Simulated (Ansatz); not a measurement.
Data:

Relaxed C (diamond):

```yaml
crystal:
  lattice:
    - [0.00000, 1.78014, 1.78014]
    - [1.78014, 0.00000, 1.78014]
    - [1.78014, 1.78014, 0.00000]
  atoms:
    - { symbol: C, position: [0.00000, 0.00000, 0.00000] }
    - { symbol: C, position: [0.25000, 0.25000, 0.25000] }
```

In each cell atom 2 (C, nearest neighbour C at 1.542 Å; its periodic images, 2.5 Å or more away, move with it) moves by s·(0.000, 0.000, 1.000) (along Cartesian z), the rest being held.

All values below come from r2SCAN (plane waves to 500 eV, PAW, scalar-relativistic; Ansatz, a first-principles code). k mesh 13×13×13 (Γ-centred), Fermi-Dirac smearing 0.05 eV. The energy includes the smearing's −TS. As the smearing reaches across the gap at some points, energies and forces of such displacements shift with the k mesh and the smearing. C was relaxed with its symmetry unable to fall. ΔE is measured from the undisplaced structure.

The scan covers s from -0.460 to 0.460 Å in 11 points.

Q: Is this a single well or a double well?

A: A single well with its minimum at or next to zero displacement.

Q: Is the energy the same for equal positive and negative displacements?

A: Even: the same for both signs. With its periodic images moving along, the atom's site symmetry in this cell is -43m.

Q: What is the energy change at s = 0.460 Å?

A: 3096 meV/cell.

Q: What force acts on the atom along the line at s = -0.460 Å?

A: 8.95 eV/Å.

Q: What is the force constant k = d²E/ds² of this move at s = 0?

A: 38.7 eV/Å².

(A displaced cell: forces are minus the slopes of the energy, force constants its curvatures, and phonons follow from these.)
